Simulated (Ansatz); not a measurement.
BaTi2Te2O:
```xyz
6
Lattice="4.1262 0.0000 0.0000 0.0000 4.1262 0.0000 0.0000 0.0000 8.1436" Properties=species:S:1:pos:R:3 pbc="T T T"
Ba     0.0000     0.0000     0.0000
Ti     2.0631     0.0000     4.0718
Ti     0.0000     2.0631     4.0718
Te     2.0631     2.0631     6.1052
Te     2.0631     2.0631     2.0384
O      0.0000     0.0000     4.0718
```

Relaxed with PBE. Special points in fractions of this cell's reciprocal vectors: Γ (0.000, 0.000, 0.000); X (0.000, 0.500, 0.000); M (0.500, 0.500, 0.000); Z (0.000, 0.000, 0.500); R (0.000, 0.500, 0.500); A (0.500, 0.500, 0.500).

Task: List the band energies nearest the Fermi level at these points for plane-wave PAW PBE (Ansatz code).

Result: In eV from the Fermi level; about four levels below and three above (degenerate sets whole), none deeper than 8.9 eV; points with the same levels are listed once.

| k | below | above |
|---|---|---|
| Γ | -2.18 -2.18 -1.78 -1.73 -0.78 | 0.54 0.54 0.54 |
| X | -2.82 -0.54 -0.32 -0.13 | 0.03 0.41 1.23 |
| M | -4.63 -4.63 -3.33 -0.49 -0.49 | 0.76 1.12 1.16 |
| Z | -1.73 -0.93 -0.42 -0.13 | 0.58 0.58 1.42 |
| R | -3.12 -2.52 -0.26 -0.08 | 0.35 0.41 0.41 |
| A | -4.09 -4.09 -3.63 -0.61 -0.61 | 0.90 0.96 0.96 |

Space group P4/mmm. The start of the workflow was typed in or built on a structure type; neither database checked (COD, Materials Project) lists it. Whether it is the stable phase at ambient conditions was not checked. The cell was relaxed with PBE under the symmetry of its start; its stability against distortions is not shown here. The workflow began spin-polarised and lost its moments. The compound may be a true metal, but semilocal functionals without U, or a wrong spin order, can also close a gap. Spin–orbit coupling is left out wherever it is not named.

Potentials: the earlier of the program's two PAW sets.
